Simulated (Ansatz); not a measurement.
Magnetic states of iron, dhcp

Level of theory: DFT, m-r2SCAN, plane waves (500 eV) with PAW, scalar-relativistic in Ansatz. The PAW files were generated under PBE, with cores re-solved for the functional.

Each start was relaxed and then solved on a dense mesh, with Fermi-Dirac smearing of 0.05 eV (0.1 eV in a metal without spin) extrapolated to zero. Rows within 2 meV/atom of each other tie.

(1) Where does each start end, and how do the energies compare? Starts: antiferromagnetic (alternate layers); ferromagnetic.

Results:

(1) 
```tsv
start	ends	ΔE (meV/atom)	V (Å³/atom)
ferromagnetic	ferromagnetic, net 0.17 μB per atom	0.0	9.92
antiferromagnetic (alternate layers)	ferromagnetic, net 0.17 μB per atom	0.0	9.93
```

m-r²SCAN is r²SCAN on the gauge-invariant kinetic-energy density; without spin polarisation the two are equal.
